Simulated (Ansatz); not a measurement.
The start is a generated trial cell of In in the AFLOW prototype A_mC12_5_3c (A19). Cell shape, volume and atoms are optimised at zero target pressure with r2SCAN (plane waves to 500 eV, PAW, scalar-relativistic; Ansatz, a quantum-chemistry and plane-wave program). The first steps use a coarse 10×10×3 k-mesh.

Initial structure:
```yaml
crystal:
  lattice:
    - [3.34960, -1.93663, 0.00000]
    - [3.34960, 1.93663, 0.00000]
    - [-0.44428, 0.00000, 12.72252]
  atoms:
    - { symbol: In, position: [0.78000, 0.32000, 0.24500] }
    - { symbol: In, position: [0.68000, 0.22000, 0.75500] }
    - { symbol: In, position: [0.33000, 0.93000, 0.40000] }
    - { symbol: In, position: [0.07000, 0.67000, 0.60000] }
    - { symbol: In, position: [0.81500, 0.67500, 0.07000] }
    - { symbol: In, position: [0.32500, 0.18500, 0.93000] }
```

Problem. What pressure does the first self-consistent step give?

Solution. +4.9 GPa (positive: the cell is compressed).

Problem. Does the structure survive the relaxation? Give the final space group.

Solution. The space group goes from C2 (No. 5) to C2/m (No. 12), with 1 atom in the primitive cell.

Problem. By how much does the energy per atom fall from start to end?

Solution. 0.24 eV/atom.

Problem. How do the shortest distances between atoms change?

Solution. The closest pairs of elements (up to four, under 3.6 Å), start → end: In–In 2.63 → 3.12 Å.

Problem. What band gap does the relaxed structure have at this level?

Solution. Zero (metallic).

Problem. Give the final cell and atomic positions.

Solution. 
```cif
data_In2
_chemical_formula_sum 'In2'
_space_group_name_H-M_alt 'C2/m'
_space_group_IT_number 12
_space_group_name_Hall '-C 2y'
_cell_length_a 4.96232
_cell_length_b 3.79580
_cell_length_c 3.12280
_cell_angle_alpha 90.000
_cell_angle_beta 113.072
_cell_angle_gamma 90.000
loop_
_space_group_symop_operation_xyz
  'x, y, z'
  '-x, -y, -z'
  '-x, y, -z'
  'x, -y, z'
  'x+1/2, y+1/2, z'
  '-x+1/2, -y+1/2, -z'
  '-x+1/2, y+1/2, -z'
  'x+1/2, -y+1/2, z'
loop_
_atom_site_label
_atom_site_type_symbol
_atom_site_symmetry_multiplicity
_atom_site_Wyckoff_symbol
_atom_site_fract_x
_atom_site_fract_y
_atom_site_fract_z
_atom_site_occupancy
In1 In 2 d 0.00000 0.50000 0.50000 1
```
(The calculation used a cell of 1 atom; values per cell refer to that cell.)

Final values are on a 16×16×16 k-mesh of the relaxed cell. No spin polarisation in the result.

The run could not lose the symmetry of its start, so the end can be a saddle point.

The relaxed structure here is a generated cell of In: the first start was made by placing the elements on the sites of a structure type, and the end was not matched to a known phase here, so it may be hypothetical. Known forms of In include space group No. 139.
